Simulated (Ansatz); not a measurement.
Relaxed-ion elastic tensor of AlN (NiAs type, P6_3/mmc) in GPa (Voigt order), r²SCAN in the plane-wave PAW code Ansatz; density 4.05 g/cm³, 8.41 Å³ per atom.

```
       1      2      3    4    5    6
-  -----  -----  -----  ---  ---  ---
1    617    155  -22.7  0.0  0.0  0.0
2    155    617  -22.7  0.0  0.0  0.0
3  -22.7  -22.7    929  0.0  0.0  0.0
4    0.0    0.0    0.0  111  0.0  0.0
5    0.0    0.0    0.0  0.0  111  0.0
6    0.0    0.0    0.0  0.0  0.0  231
```

Is the crystal mechanically stable?

Yes: the smallest eigenvalue of C is 111 GPa.

Work out the Voigt, Reuss and Hill averages.

K_V = 265, K_R = 263, K_H = 264; G_V = 228, G_R = 173, G_H = 200 GPa.

Give Young's modulus, Poisson's ratio, Pugh's ratio and the universal anisotropy index.

E = 9KG/(3K + G) = 479 GPa; ν = 0.20; K/G = 1.32 (brittle by the Pugh limit of 1.75); A_U = 5G_V/G_R + K_V/K_R − 6 = 1.58.

Estimate the sound speeds and the Debye temperature.

v_l = √((K + 4G/3)/ρ) = 11500 m/s, v_t = √(G/ρ) = 7030 m/s, mean 7760 m/s; Θ = (h/k)(3n/4πV)^(1/3) v_m = 1140 K.

How much does each axis shrink under pressure?

Linear compressibilities β_i = Σ_j S_ij (j = 1 to 3): x 1.3, y 1.3, z 1.1 per TPa.

The cell is a constructed one: a structure type filled with these elements; the Crystallography Open Database copy checked does not list it. It is not the phase usual at ambient conditions (space group No. 186, 216). Symmetry was held in the r²SCAN relaxation; whether a distortion lowers the energy is not shown.

Potentials: the later of the program's two PAW sets.
